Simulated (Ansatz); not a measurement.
An Ansatz (a quantum-chemistry and plane-wave program) input:

Ansatz 0.2 input:
```yaml
crystal:
  lattice:
    - [-1.9927855935, 1.9927855935, 8.5875192646]
    - [1.9927855935, -1.9927855935, 8.5875192646]
    - [1.9927855935, 1.9927855935, -8.5875192646]
  atoms:
    - { symbol: Zr, position: [0.1187636522, 0.1187636522, 0.0] }
    - { symbol: Zr, position: [0.8812363478, 0.8812363478, 0.0] }
    - { symbol: Al, position: [0.0, 0.5, 0.5] }
    - { symbol: Al, position: [0.5, 0.0, 0.5] }
    - { symbol: Al, position: [0.25, 0.75, 0.5] }
    - { symbol: Al, position: [0.75, 0.25, 0.5] }
    - { symbol: Al, position: [0.3746294673, 0.3746294673, 0.0] }
    - { symbol: Al, position: [0.6253705327, 0.6253705327, 0.0] }
kpoints:
  mp_grid: { grid: [11, 11, 11] }
  band_path:
    path:
      - [[0.0, 0.0, 0.0], [0.0, 0.0, 0.5], [0.25, 0.25, 0.25], [0.0, 0.5, 0.0], [0.0, 0.0, 0.0], [0.5, 0.5, -0.5], [0.2634624998, 0.7365375002, -0.2634624998]]  # Γ-X-P-N-Γ-M-S
      - [[-0.2634624998, 0.2634624998, 0.2634624998], [0.0, 0.0, 0.0]]  # S_0-Γ
      - [[0.0, 0.0, 0.5], [-0.0269249996, 0.0269249996, 0.5]]  # X-R
      - [[0.5, 0.5, -0.0269249996], [0.5, 0.5, -0.5]]  # G-M
    npoints: 8
basis: { xc_grid: 2 }
hamiltonian:
  xc: pbesol
  pseudopotentials: { azcp: { folder: ./paw }, kind: paw_fr }
magnetization: { noncollinear: true, spin_orbit: true }
scf:
  n_extra_bands: 16
  convergence: { dr2_threshold: 0.0000000001 }
  occupations: { method: gaussian, width: 0.05 }
output: { eigenvalues: true }
```

Q: How many symmetry operations and irreducible k-points will the run report?

A: 16 operations, 126 of 1331 k-points.

Q: With a cutoff of 420 eV, how many plane waves at Γ?

A: 2657.

It took very roughly 4 core-minutes on shared server cores.

Space group I4/mmm. The workflow started from a Materials Project entry (that database holds measured and hypothetical structures alike); the Crystallography Open Database files this formula in space group No. 139, but the cells were not matched. Its standing as an ambient phase is unchecked. The cell was relaxed with PBEsol under the symmetry of its start; whether a distortion lowers the energy is not shown. The run is not spin-polarised.

Potentials: the earlier of the program's two PAW sets. The files were generated under PBE; for other functionals the program regenerates the frozen cores, and for LDA and PBEsol the local potential too.

Ansatz is a plane-wave DFT program.
